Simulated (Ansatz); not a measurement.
The relaxed structure here is a generated cell of ZnSnN2: the first start was made by placing the elements on the sites of a structure type, and the end was not matched to a known phase here, so it may be hypothetical.

A relaxed cell of ZnSnN2 (P4/mmm (No. 123)), relaxed on a k-mesh at least as fine as the one used below. Method: PBE (plane waves to 420 eV, PAW, scalar-relativistic; Ansatz, an electronic-structure program). Γ-centred k-mesh 8×8×10 on the run's cell (coarser than for final values), Fermi–Dirac smearing 0.05 eV.

```
CELL_PARAMETERS angstrom
      4.15325     0.00000     0.00000
      0.00000     4.15325     0.00000
      0.00000     0.00000     3.14598
ATOMIC_POSITIONS crystal
  Zn 0.50000 0.50000 0.50000
  Sn 0.00000 0.00000 0.00000
  N  0.00000 0.50000 0.00000
  N  0.50000 0.00000 0.00000
```

The atoms are displaced along an unstable phonon of this cell by (Å):

```csv
atom,ux,uy,uz
Zn1,0.000,0.000,0.000
Sn2,0.000,0.000,0.000
N3,0.000,0.000,0.150
N4,0.000,0.000,-0.150
```

**Question.** What forces (eV/Å) and pressure result?

**Answer.** 
| atom | Fx | Fy | Fz |
|---|---|---|---|
| Zn1 | 0.00 | 0.00 | 0.00 |
| Sn2 | 0.00 | 0.00 | 0.00 |
| N3 | 0.00 | 0.00 | 1.21 |
| N4 | 0.00 | 0.00 | -1.21 |

Pressure -1.4 GPa.

**Question.** Estimate the energy cost of the displacement in the harmonic approximation and compare with the calculation.

**Answer.** For a harmonic well ΔE = −½ Σ F·u = -0.181 eV a cell, or -45 meV/atom. The calculated energy relative to the undisplaced cell is -0.05 eV/atom, so the harmonic estimate holds well.

The undisplaced cell is probably no minimum: from this displacement the run went on to P-4m2 (No. 115), 1.06 eV/atom below it.

No spin polarisation in the result.
